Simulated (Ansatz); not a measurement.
## XPS core lines in AlN

Cell: an entry of the Crystallography Open Database (COD) whose atoms were relaxed with PBE, the cell held, repeated to a supercell; a hole's nearest image is 6.2 Å away.

```cif
data_AlN
_symmetry_space_group_name_H-M 'P6_3mc'
_symmetry_Int_Tables_number 186
_cell_length_a 3.1130
_cell_length_b 3.1130
_cell_length_c 4.9810
_cell_angle_alpha 90.000
_cell_angle_beta 90.000
_cell_angle_gamma 120.000
loop_
_atom_site_label
_atom_site_type_symbol
_atom_site_symmetry_multiplicity
_atom_site_Wyckoff_symbol
_atom_site_fract_x
_atom_site_fract_y
_atom_site_fract_z
Al1 Al 2 b 0.3333 0.6667 0.0010
N17 N 2 b 0.3333 0.6667 0.6190
```

One atom of each set is listed; the run and its k-mesh use a cell of 32 atoms with edges of 6.23, 6.23, 9.96 Å.

Level of theory: DFT, PBE, plane waves and PAW, scalar-relativistic, 420 eV cutoff, Γ-centred 4×4×2 k-points, fixed occupations (Ansatz 0.2.0).

Each value is a total-energy difference between the cell with one core hole and the ground state (ΔSCF), counted from the top of the valence band. The valence electrons get no spin in the cell with the hole, so they can't polarise against the unpaired core electron; that puts absolute values high, by some tenths of an eV and in some cases by about 1 eV. The periodic images are corrected with the calculated ε∞ = 4.44, 4.44, 4.66.

Problem. Give the Al 2p, N 1s lines of each distinct site.

Solution. 

```
 line  atom                               first shell  E_B (eV)  j = l + ½ / j = l − ½ (eV)
Al 2p     1    4 N at 1.89–1.90 Å; also 1 N at 3.08 Å      71.8                 71.7 / 72.1
 N 1s    17  4 Al at 1.89–1.90 Å; also 1 Al at 3.08 Å     394.6                           –
```

For p, d and f shells E_B is the weighted mean of the two lines, whose splitting comes from the free atom's Dirac orbitals.

The program doubts some values: the potential far from the hole hasn't levelled off. Absolute PBE values can be off by an eV or more. Multiplets, satellites and widths aren't calculated.

The run took 65 s of wall time (65 s of CPU time) and 0.62 GiB at its peak, on 1 thread of Arm Neoverse V2 (aarch64; 8 cores open to the job, memory cap 2.5 GiB, no GPU), a shared host with a load of 0.5 a core.
